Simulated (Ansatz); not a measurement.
## CuI: computed property card

CuI:
```
CuI
1.0
    4.16147     0.00000     0.00000
   -2.08073     3.60394     0.00000
    0.00000     0.00000     9.51325
Cu I
3 3
Direct
  0.49986   0.00000   0.33333
  0.00000   0.49986   0.66667
  0.50014   0.50014   0.00000
  0.49997   0.00000   0.83333
  0.00000   0.49997   0.16667
  0.50003   0.50003   0.50000
```

Space group P6_422 (No. 181); conventional cell a = b = 4.161 Å, c = 9.513 Å, α = β = 90.00°, γ = 120.00°.

Method: PBEsol (plane waves, PAW; program Ansatz). Geometry: relaxed at this level of theory. Other levels are named where they apply.

**Cell and energy**

- Volume per atom: 23.78 Å³
- Density: 6.65 g/cm³
- Formation energy from the elements (no fitted shifts): -0.012 eV/atom

**Electronic structure**

- Band gap = 0.65 eV (indirect)
- Valence-band maximum = at A
- Conduction-band minimum = at Γ
- Smallest direct gap on the standard path = 1.15 eV
- Electron effective mass = 0.12, 0.14, 0.14 mₑ (principal values)
- Hole effective mass = 0.34, 0.34, 0.61 mₑ (principal values)

**Magnetism**

Magnetic order: non-magnetic (starting moments vanished)

**Dielectric response**

- Electronic dielectric constant ε∞ (DFPT) = 8.09 (xx = yy), 9.44 (zz)
- Born charges (a third of the trace) = Cu +1.10, I -1.10 e

The start of the workflow was typed in or built on a structure type; neither database checked (COD, Materials Project) lists it. It is not the phase usual at ambient conditions (space group No. 216). The cell was relaxed with PBEsol under the symmetry of its start; its stability against distortions is not shown here. The workflow began spin-polarised and lost its moments. Point labels and valley counts follow the cell and symmetry of the run, lower than the named group. The references are the lowest solids computed at this level, not always the standard phases. Spin–orbit coupling is left out wherever it is not named.

Potentials: the earlier of the program's two PAW sets. The files were generated under PBE; for other functionals the program regenerates the frozen cores, and for LDA and PBEsol the local potential too.
